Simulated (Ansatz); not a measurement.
Ge:
```
Ge
1.0
   -3.47369     3.47369     2.00596
    3.47369    -3.47369     2.00596
    3.47369     3.47369    -2.00596
Ge
4
Cartesian
  1.24118   1.24118   0.00000
  2.23251  -2.23251   2.00596
 -2.23251   2.23251   2.00596
  2.23251   2.23251   2.00596
```

Relaxed with PBEsol. Special points in fractions of this cell's reciprocal vectors: Γ (0.000, 0.000, 0.000); X (0.000, 0.000, 0.500); M (-0.500, 0.500, 0.500); Z (0.333, 0.333, -0.333); Z0 (-0.333, 0.667, 0.333); P (0.250, 0.250, 0.250); N (0.000, 0.500, 0.000).

Q: List the band energies nearest the Fermi level at these points for plane-wave PAW PBEsol (Ansatz code).

A: In eV from the Fermi level; about four levels below and three above (degenerate sets whole), none deeper than 8.9 eV; points with the same levels are listed once.

```tsv
k	below	above
Γ	-3.48 -1.42 -1.42 -0.44	0.69 0.69 1.82
X	-2.73 -1.94 -1.85 -1.51	0.92 1.87 1.88
M	-4.78 -2.92 -0.06 -0.05	0.08 0.08 0.17
Z	-4.69 -3.89 -1.42 -1.42	2.64 3.15 4.47
P	-2.06 -2.06 -2.00 -0.28	1.35 1.35 2.85
N	-4.18 -3.43 -2.33 -1.43	0.91 1.82 3.44
```

Space group I4/mmm. The start of the workflow was typed in or built on a structure type; neither database checked (COD, Materials Project) lists it. It is not the phase usual at ambient conditions (space group No. 227). The cell was relaxed with PBEsol under the symmetry of its start; of distortions, only those at the zone centre were tested. The volume moved by 28 % from the start of the relaxation. Spin–orbit coupling is left out wherever it is not named.

Potentials: the later of the program's two PAW sets.
